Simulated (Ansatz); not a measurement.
## Magnetic order of Fe₂O₃ at several levels

```yaml
crystal:
  lattice:
    - [2.51900, 1.45435, 4.59067]
    - [-2.51900, 1.45435, 4.59067]
    - [0.00000, -2.90869, 4.59067]
  atoms:
    - { symbol: Fe, position: [0.35530, 0.35530, 0.35530] }
    - { symbol: Fe, position: [0.14470, 0.14470, 0.14470] }
    - { symbol: Fe, position: [0.64470, 0.64470, 0.64470] }
    - { symbol: Fe, position: [0.85530, 0.85530, 0.85530] }
    - { symbol: O, position: [0.55590, 0.94410, 0.25000] }
    - { symbol: O, position: [0.25000, 0.55590, 0.94410] }
    - { symbol: O, position: [0.94410, 0.25000, 0.55590] }
    - { symbol: O, position: [0.44410, 0.05590, 0.75000] }
    - { symbol: O, position: [0.75000, 0.44410, 0.05590] }
    - { symbol: O, position: [0.05590, 0.75000, 0.44410] }
```

The same starts (parallel, antiparallel patterns that fit this cell, and no moments) were run with plane-wave PAW DFT (Ansatz 0.2.0; atoms fixed, collinear spin, no spin-orbit coupling; 5×5×5 Γ-centred mesh, fermi-dirac occupations of width 0.050 eV) at these levels: PBE, 420 eV; PBE with U_eff = 4.0 eV on Fe d (all-electron-ortho-atomic projectors), 420 eV; r2SCAN, 500 eV.

Q: How do order, exchange and moments depend on the level?

A: The runs give, at zero smearing:

| level | lowest state | mean moment on Fe (μB) | parallel less best compensated antiparallel (meV per Fe) | gain over no moments (meV per Fe) |
| --- | --- | --- | --- | --- |
| PBE | antiparallel, compensated | 3.35 | – | 776 |
| PBE + U | antiparallel, compensated | 3.77 | +338 | 2153 |
| r2SCAN | antiparallel, compensated | 3.72 | +406 | 1743 |

Site moments are taken in small spheres that don't touch (radius about 0.4 of the atom's shortest bond), so those of the magnetic atoms read low. Both levels favour antiparallel moments: the difference runs from +338 to +406 meV per Fe. The moment grows from 3.35 μB under PBE to 3.77 μB under PBE + U.

The cell is that of a Crystallography Open Database entry, unchanged.

Caveats: only orders that fit this cell were tried, so the true order may need a larger cell or canted moments; atoms and cell are held at the entry's values; differences under about 5 meV per magnetic atom weren't tested against a denser mesh or another U, and are taken as unresolved; the U is a value in common use, not computed for this crystal; the state without moments isn't the paramagnet, so the last column is no ordering energy, and a U inflates it; a dash marks a pair that wasn't found, or whose moments differ in size, so that the difference isn't exchange alone; the entry's cell stands up to +8 GPa off zero pressure at these levels.
